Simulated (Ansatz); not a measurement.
Property card for W2N

W2N:
```xyz
3
Lattice="2.8184 0.0000 0.0000 -1.4092 2.4408 0.0000 0.0000 0.0000 5.3878" Properties=species:S:1:pos:R:3 pbc="T T T"
N      0.0000     0.0000     0.0000
W      0.0000     1.6272     1.4500
W      1.4092     0.8136     3.9378
```

Space group P-3m1 (No. 164), anti-CdI2 type; conventional cell a = b = 2.818 Å, c = 5.388 Å, α = β = 90.00°, γ = 120.00°.

Method: DFT-PBE in the program Ansatz with PAW potentials. Structure relaxed to zero pressure with the same functional. Other levels are named where they apply.

**Cell and energy**

- Volume per atom = 12.35 Å³
- Density = 17.10 g/cm³
- Formation energy from the elements (no fitted shifts) = 0.096 eV/atom

**Electronic structure**

Electronic character: metallic (no gap)
Density of states at the Fermi level: 0.68 states/eV per atom (mean over ±0.08 eV)

**Mechanics**

- Bulk modulus (Birch–Murnaghan fit) = 3290 kbar
- Pressure derivative B′ = 4.6

The cell is a constructed one: a structure type filled with these elements; neither database checked (COD, Materials Project) lists it. Whether it is the stable phase at ambient conditions was not checked. The PBE relaxation kept the symmetry of its start; whether a distortion lowers the energy is not shown. The run is not spin-polarised. With an odd number of electrons in the cell and no spin polarisation, the count alone makes it a metal. The references are the lowest solids computed at this level, not always the standard phases (solids in place of the gases). Scalar-relativistic: spin–orbit coupling is off unless named, which matters more the heavier the elements.

Potentials: the earlier of the program's two PAW sets.
